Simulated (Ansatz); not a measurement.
## Sb: relaxation of cell and atoms

Level of theory: DFT, LDA, all-electron LAPW, scalar-relativistic in Ansatz 0.2.0.

Command: `ansatz run input.yaml --threads 1 --pin off --max-ram 2048MiB --backend cpu --events-out ev --progress --plain --runs-dir out` The run took 11 s on 1 thread of Arm Neoverse V2 (shared host).

```yaml
crystal:
  lattice:
    - [3.2421143949, 0.0, 0.0]
    - [0.0, 3.2421143949, 0.0]
    - [0.0, 0.0, 3.2421143949]
  atoms:
    - { symbol: Sb, position: [0.0, 0.0, 0.0] }
kpoints:
  mp_grid: { grid: [10, 10, 10] }
scf:
  occupations: { method: fermi_dirac, width: 0.05 }
hamiltonian:
  xc: lda
  pseudopotentials: { kind: all_electron, lapw: { basis_error: 0.001 } }
output:
  forces: true
  stress: true
relax:
  f_tol: 0.005
  max_steps: 80
  cell: {}
```

Spin–orbit coupling is left out, though it moves levels of the heavy atoms by tenths of an eV or more.

The geometry is COD entry 9013008, unchecked; take it as a test cell. The listed cell was then made from it by scaling, straining or moving an atom.

Each frame lists the cell vectors (Å), then Cartesian positions (Å); symmetry keeps all forces zero. Free energies count from the first step, -176219.4881 eV.

The walk took 6 evaluations in all; steps that aren't listed are left out.

Step 1: E = 0.0 meV, P = -8.36 GPa

```
cell 3.2421 0.0000 0.0000 0.0000 3.2421 0.0000 0.0000 0.0000 3.2421
Sb    0.0000    0.0000    0.0000
```

Step 2:

```
cell 3.0841 0.0000 0.0000 0.0000 3.0841 0.0000 0.0000 0.0000 3.0841
Sb    0.0000    0.0000    0.0000
```

Step 3: E = -186.6 meV, P = 1.44 GPa

```
cell 3.0182 0.0000 0.0000 0.0000 3.0182 0.0000 0.0000 0.0000 3.0182
Sb    0.0000    0.0000    0.0000
```

(1) Give the energy, pressure of step 2.

(2) How does the relaxation end?

Results:

(1) E = -177.7 meV, P = -2.72 GPa
```
Sb    0.0000    0.0000    0.0000
```

(2) It converges, with a = 3.039 Å, b = 3.039 Å, c = 3.039 Å, α = 90.00°, β = 90.00°, γ = 90.00° (conventional cell, space group Pm-3m). The last solve (on a basis chosen afresh for the final cell, so its energy is not quite comparable) gives E = -189.0 meV, P = 0.00 GPa:
```
cell 3.0387 0.0000 0.0000 0.0000 3.0387 0.0000 0.0000 0.0000 3.0387
Sb    0.0000    0.0000    0.0000
```
